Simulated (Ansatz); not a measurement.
## Phases of Nb at 51 GPa

Structure types of Nb are relaxed in primitive cells with their symmetry kept at 51 GPa, first on PAW files, then by LAPW. The enthalpy is E + pV at zero temperature, without zero-point motion. Only the types listed were tried, and differences under about 5 meV/atom are mesh noise.

Level of theory: DFT with PBEsol, scalar-relativistic, in Ansatz 0.2.0; Fermi–Dirac smearing of 0.05 eV, no spin polarisation. LAPW: all electrons, basis error target 0.5 meV/atom; PAW: frozen-core files, cutoff 420 eV.

k meshes: fcc 17×17×17, bcc 18×18×18, hcp 16×16×9, diamond 13×13×13, omega 9×9×12, simple hexagonal 17×17×15.

The PAW files were made under PBE.

**Question.** Order the types by LAPW enthalpy, lowest first.
A. bcc
B. diamond
C. fcc
D. omega
E. simple hexagonal
F. hcp

**Answer.** A (0 meV/atom), D (302 meV/atom), F (442 meV/atom), C (509 meV/atom), E (922 meV/atom), B (4041 meV/atom).

| start type | ends as | a, b, c (Å) | V (Å³/atom) | H − H(lowest), LAPW (meV/atom) | same, PAW |
| --- | --- | --- | --- | --- | --- |
| fcc | fcc, Fm-3m | 3.894, 3.894, 3.894 | 14.76 | 508.8 | 508.8 |
| bcc | bcc, Im-3m | 3.063, 3.063, 3.063 | 14.37 | 0.0 | 0.0 |
| hcp | hcp, P6_3/mmc | 2.659, 2.659, 4.800 | 14.70 | 441.5 | 441.6 |
| diamond | diamond, Fd-3m | 5.189, 5.189, 5.189 | 17.46 | 4040.8 | 4037.8 |
| omega | omega, P6/mmm | 4.498, 4.498, 2.503 | 14.62 | 302.1 | 302.1 |
| simple hexagonal | simple hexagonal, P6/mmm | 2.636, 2.636, 2.497 | 15.02 | 921.7 | 921.5 |

**Question.** Split the lead of bcc over omega into energy and pV.

**Answer.** For omega less bcc: ΔE = +220.8 meV/atom, and p·ΔV = 51 GPa × +0.2552 Å³ × 6.242 meV/(GPa·Å³) = +81.2 meV/atom, together 302.0 meV/atom. bcc wins on both counts.
